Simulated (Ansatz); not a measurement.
KTaO₃:
```yaml
crystal:
  lattice:
    - [3.99013, 0.00000, 0.00000]
    - [0.00000, 3.99013, 0.00000]
    - [0.00000, 0.00000, 3.99013]
  atoms:
    - { symbol: K, position: [0.00000, 0.00000, 0.00000] }
    - { symbol: Ta, position: [0.50000, 0.50000, 0.50000] }
    - { symbol: O, position: [0.00000, 0.50000, 0.50000] }
    - { symbol: O, position: [0.50000, 0.50000, 0.00000] }
    - { symbol: O, position: [0.50000, 0.00000, 0.50000] }
```

Relaxed with r²SCAN.

Task: Give the Bader charges and basin volumes of the independent atoms, the program Ansatz at the r²SCAN level (PAW).

Result: 

| atom | Bader charge (e) | Bader volume (Å³) |
|---|---|---|
| K1 | +0.84 | 15.4 |
| Ta2 | +3.04 | 9.0 |
| O3 | -1.29 | 13.0 |

Space group Pm-3m (cubic perovskite). Symmetry was held in the r²SCAN relaxation; phonons show weakly imaginary modes. No spin polarisation was allowed. Scalar-relativistic: spin–orbit coupling is off unless named, which matters more the heavier the elements.

Potentials: the later of the program's two PAW sets.
